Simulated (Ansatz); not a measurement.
A geometry of ScAl3 away from equilibrium: step 2 of the relaxation of a relaxed ScAl3 cell shaken by Gaussian noise of σ = 0.08 Å a coordinate. Level of theory: r2SCAN (plane waves to 500 eV, PAW, scalar-relativistic; Ansatz, an electronic-structure program). Γ-centred k-mesh 6×6×6 on the run's cell (coarser than for final values), Fermi–Dirac smearing 0.05 eV.

```xyz
8
Lattice="5.2658 0.0182 0.0190 0.0182 5.2670 0.0496 0.0190 0.0496 5.2732" Properties=species:S:1:pos:R:3:forces:R:3 pbc="T T T" free_energy=-7524.744 pressure_GPa=0.6
Al     1.3093     0.0667     2.6720    0.2257   -0.0510   -0.2377
Al     3.9411     0.1019     2.6153    0.2452   -0.1753   -0.0194
Al     0.1162     2.7230     1.3329    0.0072    0.0767    0.0676
Al    -0.0133     2.8052     3.9663    0.3646    0.0765    0.1577
Al     2.5765     1.3852     0.0939    0.3514    0.1192    0.0675
Al     2.6872     4.0242     0.0684    0.0745    0.0006    0.0453
Sc     0.0647     0.1163    -0.0211   -0.7350   -0.0816    0.0278
Sc     2.7344     2.7012     2.7251   -0.5334    0.0348   -0.1088
```

Positions in Å, forces in eV/Å, free energy of the cell in eV (comparable only within this code, potentials and settings). Largest force: 0.74 eV/Å, on Sc7 (atoms numbered as listed); the geometry lies 0.06 eV/atom above the end of its relaxation.

No spin polarisation in the result.

The end of the path is a generated cell of ScAl3: the first start was made by placing the elements on the sites of a structure type, and the end was not matched to a known phase here, so it may be hypothetical.
